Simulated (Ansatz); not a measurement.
Trial structure of LuTi3F, not yet relaxed:

```cif
data_structure
_symmetry_space_group_name_H-M 'P 1'
_symmetry_Int_Tables_number 1
_cell_length_a 4.4514
_cell_length_b 4.4514
_cell_length_c 4.4514
_cell_angle_alpha 90.000
_cell_angle_beta 90.000
_cell_angle_gamma 90.000
_cell_volume 88.21
loop_
_atom_site_label
_atom_site_type_symbol
_atom_site_fract_x
_atom_site_fract_y
_atom_site_fract_z
_atom_site_occupancy
Lu1 Lu 0.50000 0.50000 0.50000 1
Ti1 Ti 0.50000 0.00000 0.00000 1
Ti2 Ti 0.00000 0.50000 0.00000 1
Ti3 Ti 0.00000 0.00000 0.50000 1
F1 F 0.00000 0.00000 0.00000 1
```

Theory: DFT PBE, scalar-relativistic, plane waves, PAW (Ansatz 0.2.0). Settings: cutoff 420 eV, Γ-centred mesh 4×4×4 on the computed 5-atom cell, Gaussian smearing of 0.10 eV; collinear spin from starting moments 0.0 1.0 1.0 1.0 0.0 μB.

Formation energies are uncorrected and refer to the elements' standard structures at the same level (F₂ as a molecule).

Q: Estimate its pressure, forces and energy as it stands.

A: The pressure is -2.6 GPa (it wants to contract), the largest force is 0.00 eV/Å (symmetry fixes the atoms), and the energy is −0.49 eV/atom against the elements. The shortest distance is 2.23 Å.

Q: How much does it gain on relaxing, and where does it end?

A: Relaxing gains under 0.1 eV/atom (the start's value is from the coarse mesh, so the gain is rough) in 7 ionic steps and ends at −0.49 eV/atom on the finer mesh. The symmetry stays Pm-3m (No. 221). The end has the antiperovskite type. The volume per atom shrinks by 3.3 %, from 17.6 to 17.1 Å³. The shortest distance goes from 2.23 Å (Ti–F) to 2.20 Å (Ti–F). Conventional cell: a = 4.402 Å. Lu is surrounded by 12 Ti at 3.11 Å; Ti is surrounded by 2 F at 2.20 Å, 4 Lu at 3.11 Å and 8 Ti at 3.11 Å; around F lie 6 Ti at 2.20 Å.

The last run used an 8×8×8 mesh for its 5-atom cell and Gaussian smearing of 0.10 eV. The relaxation can't lower the symmetry of the start. Symmetry constrained the relaxation, so the result can be a saddle point.
